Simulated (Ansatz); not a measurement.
Rh (fcc, Cu type)

```yaml
crystal:
  lattice:
    - [0.00000, 1.91503, 1.91503]
    - [1.91503, 0.00000, 1.91503]
    - [1.91503, 1.91503, 0.00000]
  atoms:
    - { symbol: Rh, position: [0.00000, 0.00000, 0.00000] }
```

Two coordinates are scanned: the volume, and the ratio of the stretch along z (the conventional c axis) to the stretch across it. Atoms keep their fractional coordinates.

Computed with PBE (plane waves to 420 eV, PAW, scalar-relativistic; Ansatz, a first-principles code). k mesh 21×21×21 (Γ-centred), Fermi-Dirac smearing 0.05 eV. Compression counts positive. With partly filled bands, the response to shear is sensitive to the k mesh, so small differences along c/a are uncertain. Rh is run without spin polarisation. Rh was relaxed with its symmetry unable to fall.

At one point of the scan the stress tensor (GPa) is:

```
  -16.6      0.0      0.0
    0.0    -16.6      0.0
    0.0      0.0      3.8
```

Task: Which point is it?
A) V/V₀ = 1.080, (c/a)/(c/a)₀ = 0.920
B) V/V₀ = 1.053, (c/a)/(c/a)₀ = 0.880
C) V/V₀ = 1.000, (c/a)/(c/a)₀ = 0.960
D) V/V₀ = 1.027, (c/a)/(c/a)₀ = 1.040

Result: B, V/V₀ = 1.053, (c/a)/(c/a)₀ = 0.880

(Under strain, the slope of the energy per volume gives the stress and its curvature an elastic modulus.)
